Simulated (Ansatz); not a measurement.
# Calculated ¹⁷O NMR of the central transition for CsB₅O₈

Cell: a computed structure from the Materials Project (it need not be an observed phase), taken as it stands.

Space group Pnma (No. 62); a = 8.1335, b = 9.7083, c = 8.4486 Å.

| site | Wyckoff | site symmetry | x | y | z |
| --- | --- | --- | --- | --- | --- |
| Cs | 4c | .m. | 0.5393 | 0.7500 | 0.2100 |
| B5 | 4c | .m. | 0.0873 | 0.2500 | 0.1183 |
| B9 | 8d | 1 | 0.2731 | 0.3627 | 0.3482 |
| B17 | 8d | 1 | 0.2445 | 0.4712 | 0.0848 |
| O25 | 4c | .m. | 0.3466 | 0.7500 | 0.7870 |
| O29 | 8d | 1 | 0.3151 | 0.4642 | 0.2335 |
| O37 | 8d | 1 | 0.1381 | 0.3723 | 0.0321 |
| O45 | 4c | .m. | 0.0969 | 0.7500 | 0.8772 |
| O49 | 8d | 1 | 0.2870 | 0.5842 | 0.9960 |

One atom of each set is listed.

All values are calculated (Ansatz; DFT, PBE, plane waves and PAW, scalar-relativistic, 420 eV cutoff, Γ-centred 3×3×3 k-points, Fermi–Dirac smearing 0.02 eV), not measured.

¹⁷O has I = 5/2 and Q = -25.58 mb (Pyykkö 2018); at 21.1 T its Larmor frequency is ν₀ = 121.8 MHz. Only the quadrupole interaction is simulated: positions count from each site's isotropic chemical shift, and J coupling is left out, as are shift anisotropy and dipolar coupling, which fast spinning averages.

Question: Give C_Q, η, the quadrupolar product P_Q = |C_Q|(1 + η²/3)^½, the second-order isotropic shift and the breadth of the pattern (fast magic-angle spinning) for each O site.

Answer: 

```csv
site,first shell,C_Q (MHz),η,P_Q (MHz),δ_QIS (ppm),breadth (kHz)
O25,3 B at 1.52–1.55 Å,6.64,0.34,6.76,-18.5,5.19
O29,"2 B at 1.38–1.42 Å, angle 124°; also 1 Cs at 3.33 Å",-5.61,0.21,5.65,-12.9,3.56
O37,"2 B at 1.37–1.45 Å, angle 126°; also 1 Cs at 3.30 Å",-5.66,0.10,5.67,-13.0,3.50
O45,3 B at 1.50–1.54 Å,7.74,0.33,7.88,-25.1,7.04
O49,"2 B at 1.37–1.44 Å, angle 133°; also 1 Cs at 3.17 Å",-6.12,0.23,6.17,-15.4,4.26
```

δ_QIS = −(ν_Q²/30ν₀²)[I(I+1) − 3/4](1 + η²/3) × 10⁶ ppm with ν_Q = 3|C_Q|/[2I(2I−1)]; it falls as 1/B₀² in ppm, and the breadth as 1/B₀ in kHz.

At O29, O37 and O49 V_zz runs parallel to the line that joins its two neighbours (within 2°) in each case. At O25 and O45 V_zz stands upright on the plane through its three neighbours (within 2°) in each case.
